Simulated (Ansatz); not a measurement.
CuPd (CsCl type)

```xyz
2
Lattice="2.9298 0.0000 0.0000 0.0000 2.9298 0.0000 0.0000 0.0000 2.9298" Properties=species:S:1:pos:R:3 pbc="T T T"
Cu     0.0000     0.0000     0.0000
Pd     1.4649     1.4649     1.4649
```

The slice is a {210} plane (indices of the conventional cell) through the point (0.500, 0.500, 0.500) (fractional), spanned by u = [100] and v = [021] in vectors of this cell: u (2.93 Å) and v (6.55 Å, at 90° to u). It covers one period; positions are fractions (u, v).

The numbers are results of LDA (plane waves to 420 eV, PAW, scalar-relativistic; Ansatz, an electronic-structure program), not measurements. k mesh 16×16×16. Near the nuclei the fields are pseudised (PAW); where an atom keeps semicore shells as valence, they peak there. CuPd is run without spin polarisation. CuPd was relaxed with its symmetry unable to fall.

Task: Predict the map of the electron localisation function (ELF) on the slice.

Result: 
| v \ u | 0.00 | 0.11 | 0.22 | 0.33 | 0.44 | 0.56 | 0.67 | 0.78 | 0.89 |
|---|---|---|---|---|---|---|---|---|---|
| 0.90 | 0.53 | 0.49 | 0.34 | 0.21 | 0.22 | 0.22 | 0.21 | 0.34 | 0.49 |
| 0.75 | 0.22 | 0.22 | 0.17 | 0.17 | 0.20 | 0.20 | 0.17 | 0.17 | 0.22 |
| 0.60 | 0.21 | 0.21 | 0.20 | 0.17 | 0.16 | 0.16 | 0.17 | 0.20 | 0.21 |
| 0.45 | 0.20 | 0.21 | 0.22 | 0.20 | 0.17 | 0.17 | 0.20 | 0.22 | 0.21 |
| 0.30 | 0.22 | 0.21 | 0.17 | 0.18 | 0.22 | 0.22 | 0.18 | 0.17 | 0.21 |
| 0.15 | 0.29 | 0.26 | 0.21 | 0.21 | 0.19 | 0.19 | 0.21 | 0.21 | 0.26 |
| 0.00 | x | x | 0.53 | 0.30 | 0.20 | 0.20 | 0.30 | 0.53 | x |

Values: electron localisation function (ELF). Points within 0.5 Å of a nucleus are blanked (x), as the pseudised field means little there.
